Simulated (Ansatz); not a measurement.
A geometry of Mg away from equilibrium: step 3 of the relaxation of a relaxed Mg cell, doubled along one cell vector, shaken by Gaussian noise of σ = 0.08 Å a coordinate. Method: r2SCAN (plane waves to 500 eV, PAW, scalar-relativistic; Ansatz, a program for electronic structure). Γ-centred k-mesh 4×8×11 on the run's cell (coarser than for final values), Fermi–Dirac smearing 0.05 eV.

```xyz
6
Lattice="10.0742 -0.0032 -0.0014 -2.5199 4.4164 -0.0030 -0.0004 -0.0024 3.0799" Properties=species:S:1:pos:R:3 pbc="T T T"
Mg    -0.0221    -0.0026    -0.0089
Mg     5.0300    -0.0005     0.0231
Mg    -0.0134     2.9685     1.7624
Mg     5.0419     2.9184     1.7386
Mg     2.5078     1.4774     1.3053
Mg     7.5507     1.4840     1.3115
```

Question: Which atoms carry the largest force, and which way does it point?

Answer: 0.21 eV/Å, on Mg4 (atoms numbered as listed); on Mg4 its components are (-0.07, 0.12, 0.16).

Question: What is the pressure?

Answer: -0.1 GPa, compression positive.

Question: How far above the relaxed end point is this geometry?

Answer: 0.02 eV/atom; the path ends in I4/mmm (No. 139).

No spin polarisation in the result.

The end of the path is a generated cell of Mg: the first start was made by placing the elements on the sites of a structure type, and the end was not matched to a known phase here, so it may be hypothetical. Known forms of Mg include space group No. 194.
